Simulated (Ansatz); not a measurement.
# Na$_{3}$SF: relaxed-ion elastic tensor

These are results of DFT PBE, scalar-relativistic, plane waves, PAW (Ansatz 0.2.0), not measurements. Cutoff 420 eV, 4×4×6 k-points (Γ-centred), fixed occupations. No spin polarisation.

Relaxed structure:
```
Na S F
1.0
     6.29609    0.00000    0.00000
     0.00000    6.29609    0.00000
     0.00000    0.00000    4.52329
Na S F
6 2 2
Direct
  0.80661 0.30661 0.00000
  0.69339 0.80661 0.00000
  0.50000 0.50000 0.50000
  0.19339 0.69339 0.00000
  0.30661 0.19339 0.00000
  0.00000 0.00000 0.50000
  0.00000 0.50000 0.50000
  0.50000 0.00000 0.50000
  0.50000 0.50000 0.00000
  0.00000 0.00000 0.00000
```

It was reached by relaxing an invented guess, and it needn't be the stable form of this composition.

Question: Give the relaxed-ion elastic constants (GPa, Voigt order xx yy zz yz xz xy, on the Cartesian axes of the cell above).

Answer:
```
56.9 23.5 14.8  0.0  0.0  0.0
23.5 56.9 14.8  0.0  0.0  0.0
14.9 14.9 77.4  0.0  0.0  0.0
 0.0  0.0  0.0 19.0  0.0  0.0
 0.0  0.0  0.0  0.0 19.0  0.0
 0.0  0.0  0.0  0.0  0.0 24.5
```

Question: Is the crystal stable against homogeneous strain?

Answer: Yes: the least eigenvalue of the tensor is 19.0 GPa.

Question: And the moduli of a polycrystal (Hill averages)?

Answer: B = 33 GPa, G = 21 GPa, E = 52 GPa, ν = 0.23.
